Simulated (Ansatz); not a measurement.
input.yaml

```yaml
crystal:
  lattice:
    - [0.0, 2.9969275285, 2.9969275285]
    - [2.9969275285, 0.0, 2.9969275285]
    - [2.9969275285, 2.9969275285, 0.0]
  atoms:
    - { symbol: Cd, position: [0.0, 0.0, 0.0] }
    - { symbol: S, position: [0.25, 0.25, 0.25] }
basis:
  ecutwfc: 500
kpoints:
  mp_grid: { grid: [8, 8, 8] }
hamiltonian:
  xc: r2scan
scf:
  occupations: { method: gaussian, width: 0.02 }
output:
  forces: true
  stress: true
  eigenvalues: true
```

Launched with
```bash
ansatz run input.yaml --threads 1 --pin off --max-ram 2560MiB --backend cpu --events-out ev --progress --plain --runs-dir out
```

Theory: DFT r2SCAN, scalar-relativistic, plane waves, PAW (Ansatz 0.2.0).

From the run's log, abridged:

```
Pseudopotentials: kind: paw
Pseudopotential: Cd, paw, valence charge 20, recommended cutoff 500 eV (meta_gga)
Pseudopotential: S, paw, valence charge 6, recommended cutoff 500 eV (meta_gga)
Functional definition: r2SCAN
Crystal: 2 atoms, lattice volume = 53.834 Å³
Basis set: ecut = 500 eV, 1363 PW (Γ), exchange–correlation on 128×128×128 points (64 copies of the dense FFT grid, shifted against one another)
Bands: 17, of which v1, the nominal top of the filled ones, is band 13 counted from 1 (12 counted from 0)
Symmetry: 24 space group operations
Space group: F-43m (ITA 216), of the structure as read, at distance tolerance 3.8e-5 Å
k-points: 29 of 512 (time reversal used)
Initial density: superposition of atomic densities (neutral atoms: chi_scale 0, normalization atom), corrected by the library's trained network
Initial wavefunctions: pseudopotential atomic-orbital guess
Functional: x = r2scan, c = r2scan; τ floored in thin density (d = 2e-4 eV/Å³)
SCF iter   1: F=—  HF=-9175.569351 eV  |F-HF|=—  |Δ(HF+E_count)|=         —  Δρ=5.80e-3  dr2=9.50e-3  dr2_τ=1.51e-2  ethr=1.77e-3  ⟨swp⟩=5.9  Hψ=2579  notcnv=0
SCF iter   2: F=—  HF=-9175.578068 eV  |F-HF|=—  |Δ(HF+E_count)|=   8.72e-3  Δρ=2.94e-3  dr2=2.01e-3  dr2_τ=4.28e-4  ethr=3.65e-5  ⟨swp⟩=3.8  Hψ=1271  notcnv=0
SCF iter   3: F=—  HF=-9175.578824 eV  |F-HF|=—  |Δ(HF+E_count)|=   7.56e-4  Δρ=1.21e-3  dr2=4.78e-4  dr2_τ=4.42e-5  ethr=7.73e-6  ⟨swp⟩=2.1  Hψ=831  notcnv=0
SCF iter   4: F=—  HF=-9175.578877 eV  |F-HF|=—  |Δ(HF+E_count)|=   5.28e-5  Δρ=5.77e-5  dr2=7.54e-7  dr2_τ=1.61e-7  ethr=1.84e-6  ⟨swp⟩=3.0  Hψ=881  notcnv=0
SCF iter   5: F=—  HF=-9175.578879 eV  |F-HF|=—  |Δ(HF+E_count)|=   2.24e-6  Δρ=1.59e-5  dr2=9.19e-8  dr2_τ=2.39e-8  ethr=2.90e-9  ⟨swp⟩=2.0  Hψ=754  notcnv=0
SCF iter   6: F=-9175.578879 eV  HF=-9175.578879 eV  |F-HF|=2.35e-9  |Δ(HF+E_count)|=   6.27e-8  Δρ=5.03e-6  dr2=9.96e-9  dr2_τ=1.05e-9  ethr=3.54e-10  ⟨swp⟩=2.5  Hψ=1810  notcnv=0
SCF 1 converged in 6 iterations: F = -9175.578879 eV  dr2 = 9.96e-9
SCF converged after 6 iterations
Free energy (F): -9175.578879 eV
Harris-Foulkes:  -9175.578879 eV  (|F-HF|=2.35e-9)
Internal energy: -9175.578879 eV  (E = F + TS)
E sigma→0 (E₀):  -9175.578879 eV
Fermi energy:    6.245453 eV
--- Per-component energies (eV) ---
  E_band       = -557.829127
  E_kinetic    = 610.282379
  E_local      = -4134.699419  (includes V_loc(G=0)·N_el)
  E_nonlocal   = 63.231100
  E_hartree    = 1893.910128
  E_xc         = -259.126383
  E_vxc        = -339.058949  (∫ρ·V_xc dr)
  E_paw        = -4716.113521  (= ΣΔE_a)
  E_vpaw       = -567.112534  (= ΣTr[D̂ρ^β])
  E_aug_tail   = 0.000007  (compensation charges beyond the density's cutoff)
  E_vtau       = 21.713144  (kinetic-family band-sum trace: ∫τ·v_τ [+ j·A + Jᵃ·Aᵃ] dr)
  E_ewald      = -2632.388633
  E_core_change = -0.674537  (= ΣΔE_core)
  E_smearing   =  0.000000  (= −TS)
--- Forces (eV/Å), atoms counted from 1 ---
  atom   1  Cd     0.00000000     0.00000000     0.00000000
  atom   2  S      0.00000000     0.00000000     0.00000000
--- Stress (GPa, compression-positive) ---
       -3.112829       0.000000       0.000000
        0.000000      -3.112829       0.000000
        0.000000       0.000000      -3.112829
  P = ⅓ Tr σ = -3.1128 GPa (-31.128 kbar)
--- Band table (eV; the first three rows and the last of 29) ---
  k-point 0: bands = ["-98.4194", "-58.5819", "-58.5819", "-58.5819", "-6.8406", "-2.2020", "-2.2020", "-2.2020", "-1.8072", "-1.8072", "5.5425", "5.5425", "5.5425", "6.9481", "12.6096", "12.6096", "12.6096"]
  k-point 1: bands = ["-98.4194", "-58.5820", "-58.5819", "-58.5819", "-6.7884", "-2.1834", "-2.1834", "-2.1481", "-1.8077", "-1.8077", "4.6210", "5.4378", "5.4378", "7.7323", "12.2860", "12.7930", "12.7930"]
  k-point 2: bands = ["-98.4194", "-58.5821", "-58.5819", "-58.5819", "-6.6621", "-2.1427", "-2.1427", "-1.9686", "-1.8031", "-1.8031", "3.2542", "5.2002", "5.2002", "8.5771", "12.1612", "13.0659", "13.0659"]
  k-point 28: bands = ["-98.4194", "-58.5822", "-58.5821", "-58.5821", "-6.3749", "-1.9986", "-1.9945", "-1.8385", "-1.7970", "-1.2867", "2.0263", "3.5788", "3.5869", "11.1343", "11.2625", "13.1600", "13.9427"]
```

The run converged.

Time: 2.8 s on 1 thread of Intel(R) Xeon(R) 6975P-C (Granite Rapids) (shared host), peak memory 0.49 GiB.